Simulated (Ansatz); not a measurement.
A relaxed cell of Sc (P6₃/mmc (No. 194)), relaxed on a k-mesh at least as fine as the one used below. Level of theory: r2SCAN (plane waves to 500 eV, PAW, scalar-relativistic; Ansatz, a quantum-chemistry and plane-wave program). Γ-centred k-mesh 11×11×6 on the run's cell (coarser than for final values), Fermi–Dirac smearing 0.05 eV.

```
CELL_PARAMETERS angstrom
      3.32899     0.00000     0.00000
     -1.66449     2.88299     0.00000
      0.00000     0.00000     5.19240
ATOMIC_POSITIONS crystal
  Sc 0.33333 0.66667 0.75000
  Sc 0.66667 0.33333 0.25000
```

The atoms are displaced by (Å):

```
atom      ux     uy      uz
----  ------  -----  ------
Sc1   -0.194  0.269  -0.342
Sc2   -0.084  0.033   0.247
```

**Question.** What forces (eV/Å) and pressure result?

**Answer.** 
| atom | Fx | Fy | Fz |
|---|---|---|---|
| Sc1 | 0.08 | -0.19 | 2.52 |
| Sc2 | -0.08 | 0.19 | -2.52 |

Pressure +4.7 GPa.

**Question.** Estimate the energy cost of the displacement in the harmonic approximation and compare with the calculation.

**Answer.** For a harmonic well ΔE = −½ Σ F·u = 0.770 eV a cell, or 385 meV/atom. The calculated energy relative to the undisplaced cell is +0.41 eV/atom, so the harmonic estimate holds well.

No spin polarisation in the result.

The run that gave the undisplaced cell could not lose the symmetry of its start; a randomly shaken copy of 2 atoms returns to this structure.
